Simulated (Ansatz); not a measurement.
# What a trial cell of Al5Cl2 relaxes into

All numbers below come from Ansatz, DFT PBE, scalar-relativistic, plane waves, PAW. Cutoff 420 eV, Gaussian smearing, Γ-centred meshes. Cell and atoms relax first on a coarse mesh and then on a finer one. In between, the cell is made exact in the group found at 0.06 Å. In metals the finer mesh still leaves noise of several meV/atom or more. The steps can't lower the symmetry of their start. No spin polarisation.

The guess for Al5Cl2 was made by a generator: random cell by space group and Wyckoff sites (P4/mmm, No. 123). Lengths were set from tabulated atomic sizes, so they are only a guess.

```
CELL_PARAMETERS angstrom
5.06485 0.00000 0.00000
0.00000 5.06485 0.00000
0.00000 0.00000 5.41246
ATOMIC_POSITIONS crystal
Al 0.00000 0.50000 0.77242
Al 0.50000 0.00000 0.77242
Al 0.00000 0.50000 0.22758
Al 0.50000 0.00000 0.22758
Al 0.00000 0.00000 0.50000
Cl 0.50000 0.50000 0.50000
Cl 0.50000 0.50000 0.00000
```

Formation energies are uncorrected and refer to the elements' standard structures at the same level (Cl₂ as a molecule).

Question: What does it relax into?

Answer: The symmetry stays P4/mmm (No. 123). The volume per atom grows by 7.7 %, from 19.8 to 21.4 Å³. The shortest distance goes from 2.46 Å (Al–Al) to 2.87 Å (Al–Al). The energy falls by about 0.10 eV/atom (the start's value is from the coarse mesh). Conventional cell: a = 5.034 Å, c = 5.900 Å. Al on a site of symmetry 2mm has 4 Al at 2.87–3.03 Å, 4 Cl at 2.90–2.94 Å and 4 Al at 3.56 Å; Al on a site of symmetry 4/mmm is surrounded by 8 Al at 2.90 Å and 4 Cl at 3.56 Å; Cl on its first site is surrounded by 8 Al at 2.90 Å, 2 Cl at 2.95 Å and 4 Al at 3.56 Å; around Cl on its second site lie 8 Al at 2.94 Å and 2 Cl at 2.95 Å.

```
Al Cl
1.0
     5.03439    0.00000    0.00000
     0.00000    5.03439    0.00000
     0.00000    0.00000    5.89987
Al Cl
5 2
Cartesian
  0.0000 2.5172 4.3842
  2.5172 0.0000 4.3842
  0.0000 2.5172 1.5157
  2.5172 0.0000 1.5157
  0.0000 0.0000 2.9499
  2.5172 2.5172 2.9499
  2.5172 2.5172 0.0000
```

Question: How does it come out in energy, and is it a metal?

Answer:

| Property | Result |
| --- | --- |
| Formation energy | +0.09 eV/atom |
| Gap on the 8×8×6 mesh of the 7-atom cell | 0 eV (a metal) |

It can't be a ground state, since the elements alone are lower.

The last run used Gaussian smearing of 0.10 eV. An odd number of electrons in the primitive cell allows no gap without spin; a larger cell or a magnetic state could open one. Symmetry constrained the relaxation, so the result can be a saddle point. Another cell of Al5Cl2 relaxed alike, in P6/mmm, lies 195 meV/atom lower, so this cell isn't the stable form at this level.
